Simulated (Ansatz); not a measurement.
Values for one crystal, relaxed and computed with the program Ansatz at the r²SCAN level (PAW); other levels are named.

* **Volume per atom**: 11.17 Å³
* **Band gap**: 1.50 eV (indirect)
* **Elastic constants (relaxed ions, GPa)**: C11 = 260, C12 = 115, C13 = 75.1, C33 = 201, C44 = 92.4, C66 = 127
* **Conduction-band minimum**: at Z
* **Hole effective mass**: 0.67, 0.67, 6.4 mₑ (principal values)
* **Pressure derivative B′**: 4.3
* **Bulk modulus (Birch–Murnaghan fit)**: 1350 kbar

Which compound is it?
(A) Ga2O3, La2O3 or Ni2Al3 type
(B) BaTiO3, cubic perovskite
(C) AlGaAs2, P-4m2 (Pearson symbol tP8)
(D) SrGaHO2, P4/mmm (Sr on 1d, Ga on 1a, O on 2f, H on 1b)

D, SrGaHO2, P4/mmm (Sr on 1d, Ga on 1a, O on 2f, H on 1b)

The start of the workflow was typed in or built on a structure type; neither database checked (COD, Materials Project) lists it. Its standing as an ambient phase is unchecked. The cell was relaxed with r²SCAN under the symmetry of its start; whether a distortion lowers the energy is not shown. Spin–orbit coupling is left out wherever it is not named.

Potentials: the earlier of the program's two PAW sets. The files were generated under PBE; for other functionals the program regenerates the frozen cores, and for LDA and PBEsol the local potential too.
